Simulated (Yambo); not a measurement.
Yambo run on ZnS (zinc blende, space group F-43m, No. 216). The wavefunctions are norm-conserving PBE (Quantum ESPRESSO, 84 Ry, scalar-relativistic) ones on a 4×4×4 mesh (13 occupied bands); a = b = c = 3.809 Å, α = β = γ = 60.00°.

Yambo input:

```
rim_cut
gw0
dyson
el_el_corr
HF_and_locXC
mpa
em1d
RandQpts= 1000000
RandGvec= 1 Ry
EXXRLvcs= 84 Ry
VXCRLvcs= 336 Ry
Chimod= "HARTREE"
% BndsRnXm
 5 | 151 |
%
NGsBlkXm= 14 Ry
% LongDrXm
 1.0 | 1.0 | 1.0 |
%
EnSampXm= "2l"
EnGridXm= "lP"
% EnRngeXm
 0.0 | 40.0 | eV
%
% ImRngeXm
 2.72114 | 27.21138 | eV
%
% DmRngeXm
 0.02721 | 2.72114 | eV
%
ETStpsXm= 8
IntSolXm= "PT"
% GbndRnge
 1 | 151 |
%
GTermKind= "none"
DysSolver= "n"
ExtendOut
% QPkrange
 1 | 1 | 13 | 14 |
%
```

k points by index: 1 = Γ.

Table of the .qp output:

```
#    K-point    Band    Eo [eV]    E [eV]    E-Eo [eV]    Vxc [eV]    Vnlxc [eV]    Sc|Eo [eV]    Sc|E [eV]    dSc/dw|Eo [eV]    Re(Z)    Im(Z)
#
    1    13    0.000000    -0.979477    -0.979477    -16.87074    -20.15659    2.026061    2.306370    -7.705916    0.779162    -0.010720
    1    14    2.153261    2.304700    0.151439    -11.45626    -7.159026    -4.110615    -4.145799    -6.600813    0.804679    -0.009033
```
(The two width columns are left out.) Convergence of these settings isn't established.

Geometry of the Materials Project entry, not relaxed at this level.
